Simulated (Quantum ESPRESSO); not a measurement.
# Planted mistakes on one cell of AsSiF3O3

These are calculations, not measurements. They come from pw.x of Quantum ESPRESSO 7.5, a plane-wave density functional program, with PseudoDojo standard norm-conserving files (v0.5 for PBE, v0.4.1 for LDA and PBEsol). The cells are made up: elements, strain and atom displacements were drawn at random, and nothing was relaxed. There is no spin polarisation, spin-orbit coupling or dispersion term.

The cell has 9 sites of a quartz lattice. Sites 1 to 3 hold empty As Si; sites 4 to 9 hold F F O F O O. Cell vectors in Å: (4.998, 0.000, 0.000); (-2.499, 4.328, 0.000); (0.000, 0.000, 5.486). Settings: PBE, cutoff 1143 eV, 5 x 5 x 4 k mesh shifted by half a step, Fermi-Dirac smearing of 0.025 eV.

The intended run has a self-consistency threshold of 1e-07 eV, a smearing term of 0.000 eV, a pressure of 14.00 GPa and 13 iterations. Each further run changes one thing: all lengths scaled by 0.9948; atoms of sites 4 and 6 exchanged; cutoff 579 eV; files of LDA; k mesh 1 x 1 x 1; one electron added; smearing 0.7 eV; threshold 0.1 eV. A coarse mesh keeps the shift, and a charged cell sits in a uniform background.

| run | change of free energy (eV) | smearing term -TS (eV) | change of P (GPa) | largest change of a force component (eV/Å) | iterations |
| --- | --- | --- | --- | --- | --- |
| A | 0.018 | 0.000 | 0.36 | 0.242 | 6 |
| B | 5.352 | -0.003 | 23.09 | 3.738 | 12 |
| C | 0.175 | 0.000 | 2.30 | 0.299 | 13 |
| D | 10.360 | 0.000 | -6.89 | 0.524 | 13 |
| E | 5.480 | -0.008 | 7.15 | 4.564 | 14 |
| F | -0.597 | -1.638 | 3.73 | 1.426 | 12 |
| G | 61.377 | 0.000 | -318.53 | 1.234 | 13 |
| H | 0.196 | 0.000 | -0.13 | 0.803 | 14 |

A rerun of the intended cell at 1437 eV and k mesh 7 x 7 x 6 moved values by no more than 0.004 eV in the cell's energy, 0.02 GPa in stress and 0.003 eV/Å in force.

Question: which change belongs to which run?

## Worked reading

Run A has the fewest iterations, as a run stopped early does. Run F has the largest smearing term, as wide smearing gives. Run G has a higher energy and the largest fall in pressure, as too small a basis gives. Run C changes the volume by a factor of 0.9845; minus its pressure change over the logarithm of that factor, 147 GPa, is a rough bulk modulus with clamped atoms. Energies from files of another functional, or of a charged cell, have another zero and say nothing on stability; the pressure of a charged cell rests on the program's zero of potential too.

## Key

| run | change |
| --- | --- |
| A | threshold 0.1 eV |
| B | one electron added |
| C | all lengths scaled by 0.9948 |
| D | files of LDA |
| E | atoms of sites 4 and 6 exchanged |
| F | smearing 0.7 eV |
| G | cutoff 579 eV |
| H | k mesh 1 x 1 x 1 |